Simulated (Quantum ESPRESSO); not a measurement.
```
CELL_PARAMETERS angstrom
      4.21239     0.00000     0.00000
      0.00000     4.21239     0.00000
      0.00000     0.00000     4.21239
ATOMIC_POSITIONS crystal
  Ba 0.00000 0.00000 0.00000
  Zr 0.50000 0.50000 0.50000
  O  0.50000 0.00000 0.50000
  O  0.00000 0.50000 0.50000
  O  0.50000 0.50000 0.00000
```
Geometry: a computed entry of the Materials Project; it was not checked against measured cells. It is BaZrO3 in Pm-3m. Stability against distortions was not tested. The run has no spin polarisation.

A lattice sum over point charges, one formal value an element (Ba +2, Zr +4, O -2), with no Sternheimer factor, costs far less than a self-consistent run. Taken along the main axis of each site's self-consistent tensor, it gives:

| site | V along that axis, point charges (a.u.) |
|---|---|
| O (atoms 3, 4, 5) | 0.170 |

Q: How do the values of PBE PAW (JTH datasets; density from pw.x of a modified build of Quantum ESPRESSO, gradients reconstructed from it by a script) compare?

A: 
```
site  Vzz, PAW (a.u.)  PAW over point charges
----  ---------------  ----------------------
O              -0.129                    -0.8
```
Along that axis the sign differs on O.  Cores are frozen. Against all-electron runs on small test molecules, this scheme's |Vzz| missed by −2 to +6 % on O.
